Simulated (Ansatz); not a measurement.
MoP2:
```xyz
6
Lattice="1.5546 -5.5427 0.0000 1.5546 5.5427 0.0000 0.0000 0.0000 4.9316" Properties=species:S:1:pos:R:3 pbc="T T T"
Mo     1.5546    -4.5089     2.4557
Mo     1.5546     4.5089     4.9215
P      1.5546    -0.7743     1.8725
P      1.5546     0.7743     4.3383
P      1.5546     2.2509     0.9733
P      1.5546    -2.2509     3.4391
```

Relaxed with LDA. Special points in fractions of this cell's reciprocal vectors: Γ (0.000, 0.000, 0.000); Y (-0.500, 0.500, 0.000); C0 (-0.270, 0.730, 0.000); Σ0 (0.270, 0.270, 0.000); Z (0.000, 0.000, 0.500); A0 (0.270, 0.270, 0.500); E0 (-0.270, 0.730, 0.500); T (-0.500, 0.500, 0.500); S (0.000, 0.500, 0.000); R (0.000, 0.500, 0.500).

List the band energies nearest the Fermi level at these points for DFT-LDA in the program Ansatz with PAW potentials.

In eV from the Fermi level; about four levels below and three above (degenerate sets whole), none deeper than 8.9 eV; points with the same levels are listed once.

```csv
k,below,above
Γ,-2.01 -1.45 -1.21 -0.84,0.39 1.10 1.43
Y,-1.08 -1.04 -0.58 -0.27,0.68 1.09 2.30
C0,-3.13 -2.70 -2.14 -1.71,0.08 1.59 1.72
Z,-1.06 -1.06 -0.27 -0.27,1.04 1.04 2.26 2.26
A0,-3.00 -3.00 -1.15 -1.15,1.89 1.89 2.22 2.22
T,-1.60 -1.60 -1.07 -1.07,1.21 1.21 2.69 2.69
S,-3.29 -2.75 -2.35 -1.40,0.17 1.09 1.97
R,-3.09 -3.09 -1.00 -1.00,1.33 1.33 2.32 2.32
```

Space group Cmc2_1. The first step of the workflow began from a Materials Project structure, measured or hypothetical; the Crystallography Open Database copy checked does not list it. Its standing as an ambient phase is unchecked. Symmetry was held in the LDA relaxation; whether a distortion lowers the energy is not shown. No spin polarisation was allowed. Spin–orbit coupling is left out wherever it is not named.

Potentials: the later of the program's two PAW sets.
